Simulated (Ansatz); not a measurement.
Ge:
```
CELL_PARAMETERS angstrom
      5.92932     0.00000     0.00000
      0.00000     5.92932     0.00000
      0.00000     0.00000     6.95508
ATOMIC_POSITIONS crystal
  Ge 0.08856 0.08856 0.00000
  Ge 0.41144 0.58856 0.75000
  Ge 0.91144 0.91144 0.50000
  Ge 0.58856 0.41144 0.25000
  Ge 0.17208 0.36940 0.25746
  Ge 0.13060 0.67208 0.00746
  Ge 0.82792 0.63060 0.75746
  Ge 0.86940 0.32792 0.50746
  Ge 0.67208 0.13060 0.99254
  Ge 0.63060 0.82792 0.24254
  Ge 0.32792 0.86940 0.49254
  Ge 0.36940 0.17208 0.74254
```

Relaxed with PBEsol. Independent-particle spectrum: no excitons, no local fields, no scissors shift; 0.1 eV broadening; ε₁ of the summed bands alone.

Task: Tabulate the dielectric function from plane-wave PAW PBEsol (Ansatz code).

Result: 

```tsv
E (eV)	ε₁ xx	ε₂ xx	ε₁ zz	ε₂ zz
0.0	41.69	0.00	34.76	0.00
0.3	44.08	0.13	36.00	0.02
0.6	47.93	6.10	39.93	1.32
0.9	52.59	13.57	48.13	8.81
1.2	54.91	27.27	47.26	25.68
1.5	50.67	40.85	38.88	31.27
1.8	34.65	59.40	31.01	41.44
2.1	6.12	61.48	17.00	50.59
2.4	-4.29	46.47	4.51	41.82
2.7	-10.29	38.71	-4.44	35.78
3.0	-12.79	31.17	-6.79	29.55
3.3	-13.60	24.22	-6.59	25.42
3.6	-12.59	19.82	-9.88	21.60
3.9	-13.96	16.61	-11.11	17.96
4.2	-13.15	12.57	-11.26	14.45
4.5	-11.94	9.77	-9.78	11.51
4.8	-10.63	7.33	-9.55	9.43
5.1	-8.94	6.08	-8.70	7.80
5.4	-7.97	5.36	-7.87	6.57
5.7	-7.16	4.53	-6.90	5.39
6.0	-6.36	4.09	-6.04	5.13
6.3	-5.84	3.57	-5.93	4.59
6.6	-5.45	3.17	-5.61	3.89
6.9	-5.09	2.68	-5.23	3.44
7.2	-4.59	2.25	-4.87	2.82
7.5	-4.14	1.91	-4.44	2.40
7.8	-3.69	1.67	-4.07	1.98
8.1	-3.31	1.57	-3.61	1.82
8.4	-3.13	1.39	-3.50	1.56
8.7	-2.79	1.23	-3.10	1.29
9.0	-2.58	1.16	-2.76	1.12
9.3	-2.37	1.02	-2.53	1.03
9.6	-2.23	0.87	-2.30	0.89
9.9	-1.97	0.75	-2.03	0.80
10.2	-1.76	0.66	-1.87	0.75
10.5	-1.57	0.66	-1.71	0.68
10.8	-1.45	0.62	-1.53	0.62
11.1	-1.30	0.57	-1.40	0.57
11.4	-1.18	0.56	-1.24	0.54
11.7	-1.07	0.54	-1.14	0.51
12.0	-1.01	0.51	-1.05	0.48
```

Task: From ε at 1.0 eV (xx: 53.25 + 16.82i), find n, k, the normal reflectivity and the absorption coefficient.

Result: n = 7.39, k = 1.139, R = 59 %, α = 2kE/ħc = 120000 cm⁻¹.

With all bands, ε∞ without local fields is 41.8 (xx = yy), 34.8 (zz).

Space group P4_32_12. The workflow started from a Materials Project entry (that database holds measured and hypothetical structures alike); the Crystallography Open Database files this formula in space group No. 96, but the cells were not matched. It is not the phase usual at ambient conditions (space group No. 227). The PBEsol relaxation kept the symmetry of its start; whether a distortion lowers the energy is not shown. Spin–orbit coupling is left out wherever it is not named.

Potentials: the earlier of the program's two PAW sets. The files were generated under PBE; for other functionals the program regenerates the frozen cores, and for LDA and PBEsol the local potential too.
